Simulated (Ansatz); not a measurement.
Values for one crystal, relaxed and computed with plane-wave PAW PBEsol (Ansatz code); other levels are named.

| Quantity | Value |
|---|---|
| Volume per atom | 10.78 Å³ |
| Electronic character | metallic (no gap) |
| Formation energy from the elements (no fitted shifts) | -0.23 eV/atom |
| Hill bulk and shear moduli | 201 and 143 GPa |
| Mechanical stability | stable (all eigenvalues of C positive) |
| Young's modulus | 348 GPa |
| Highest zone-centre frequency | 698 cm⁻¹ |

Task: Which compound is it?
A) AlCr2C, P6_3/mmc (Al on 2d, Cr on 4f, C on 2a)
B) SnPbS2, R-3m (Sn on 3b, Pb on 3a, S on 6c)
C) In2SbAs, R3m (In on 3a, In on 3a, Sb on 3a, As on 3a)
D) Ag2S, Cmce (Ag on 8f, S on 4a)

Result: A, AlCr2C, P6_3/mmc (Al on 2d, Cr on 4f, C on 2a)

The cell was relaxed with PBEsol under the symmetry of its start; of distortions, only those at the zone centre were tested. The run is not spin-polarised. As this level gives no gap, shear constants depend on the k-mesh and smearing (Fermi–Dirac, 0.1 eV here). As this level gives no gap, phonon frequencies hold no LO–TO term and depend on the k-mesh and smearing (Fermi–Dirac, 0.1 eV here). On the denser mesh and wider smearing of the elastic run this cell carries a stress of 0.4 GPa. The references are the lowest solids computed at this level, not always the standard phases.

Potentials: the later of the program's two PAW sets.
